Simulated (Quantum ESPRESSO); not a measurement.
Inputs of pw.x and gipaw.x (a modified build of Quantum ESPRESSO, PBE) for BeS; the starting potential comes from an earlier run on another mesh:

```
&CONTROL
  calculation = 'scf'
  prefix = 'x'
  pseudo_dir = './pseudo'
  outdir = './out'
  tprnfor = .true.
/
&SYSTEM
  ibrav = 0
  nat = 2
  ntyp = 2
  ecutwfc = 40
  ecutrho = 160
  occupations = 'fixed'
  nbnd = 5
/
&ELECTRONS
  conv_thr = 1e-11
  startingpot = 'file'
/
ATOMIC_SPECIES
Be 9.012 Be.GGA_PBE-JTH.UPF
S 32.060 S.GGA_PBE-JTH.UPF
CELL_PARAMETERS angstrom
    0.000000000000     2.425000000000     2.425000000000
    2.425000000000     0.000000000000     2.425000000000
    2.425000000000     2.425000000000     0.000000000000
ATOMIC_POSITIONS crystal
Be     0.000000000000     0.000000000000     0.000000000000
S      0.250000000000     0.250000000000     0.250000000000
K_POINTS automatic
6 6 6 1 1 1
```

```
&INPUTGIPAW
  job = 'nmr'
  prefix = 'x'
  tmp_dir = './out/'
  restart_mode = 'from_scratch'
  pawproj(1) = .true.
  pawproj(2) = .true.
  use_nmr_macroscopic_shape = .false.
/
```

The cell was made here from an entry of the Crystallography Open Database (unchecked): atoms relaxed with PBE in the measured cell (PBE without dispersion, pw.x of Quantum ESPRESSO, symmetry kept).  Stability against distortions was not tested.

### Question
Predict the shielding tensors that the run ends with.

### Answer
```
     Total NMR chemical shifts in ppm: ---------------------------------------
     (adopting the Simpson convention for anisotropy and asymmetry)-----------

     Atom  1  Be  pos: (  0.000000  0.000000  0.000000)  Total sigma:          87.39
            87.3900          0.0000          0.0000
             0.0000         87.3900          0.0000
             0.0000          0.0000         87.3900

     Be      1    anisotropy:      0.00    eta:    0.0000
     Be      1    sigma_11=     87.39
     Be      1    sigma_22=     87.39
     Be      1    sigma_33=     87.39

     Atom  2  S   pos: (  0.353553  0.353553  0.353553)  Total sigma:         672.26
           672.2617          0.0000          0.0000
             0.0000        672.2617          0.0000
             0.0000          0.0000        672.2617

     S       2    anisotropy:     -0.00    eta:    0.0000
     S       2    sigma_11=    672.26
     S       2    sigma_22=    672.26
     S       2    sigma_33=    672.26
```
The printed anisotropy is 3/2 (σ_33 − σ_iso) in the program's own order; the axes are left out here. All sites are cubic, so the anisotropy vanishes by symmetry. These are absolute shieldings with no macroscopic susceptibility term; δ = σ_ref − σ needs a reference computed alike. By our sweeps, such settings leave a few ppm in absolute σ. No d partial waves on S: the paramagnetic term there is incompletely reconstructed. Static lattice: thermal averaging is not included.
